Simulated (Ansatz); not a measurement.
## How much do the gradients of Co depend on the method?

Cell: a structure deposited in the COD, whose atoms a relaxation with PBE at fixed cell left in place.

```
CELL_PARAMETERS angstrom
2.50540 0.00000 0.00000
-1.25270 2.16974 0.00000
0.00000 0.00000 4.08930
ATOMIC_POSITIONS crystal
Co 0.33333 0.66667 0.25000
Co 0.66667 0.33333 0.75000
```

Atoms are numbered from 1 in the order listed; like atoms form one site, named after its first atom.

First run. All values are calculated (Ansatz; DFT, PBE, plane waves and PAW, scalar-relativistic, collinear spin, 420 eV cutoff, Γ-centred 21×21×11 k-points, Fermi–Dirac smearing 0.05 eV), not measured. Start moments as typed (μB): 2 on each Co.

```
site  atom  V_zz (10²¹ V/m²)     η  m (μB)
  Co     1            -0.071  0.00    1.71
```

Second run. The same atoms and settings, except that the functional is PBEsol.

(1) What does the second run give?

Results:

(1) 

```csv
site,atom,V_zz,η,change of V_zz,m (μB)
Co,1,-0.092,0.00,-0.02,1.70
```

No V_zz moves by more than 0.02.

With no gap above 0.1 eV, as in a metal, the gradients converge slowly in k; expect changes of a tenth or more on a denser mesh.
For the first run: At this cell the principal stresses reach 6 GPa in size with PBE, which can matter for small gradients. With these PAW files V_zz is typically within 2 to 3 % of all-electron values, but misses above 10 % occur on Co.
For the second run: At this cell the PBEsol pressure is -14 GPa, so with PBEsol the cell would shrink if it were relaxed.
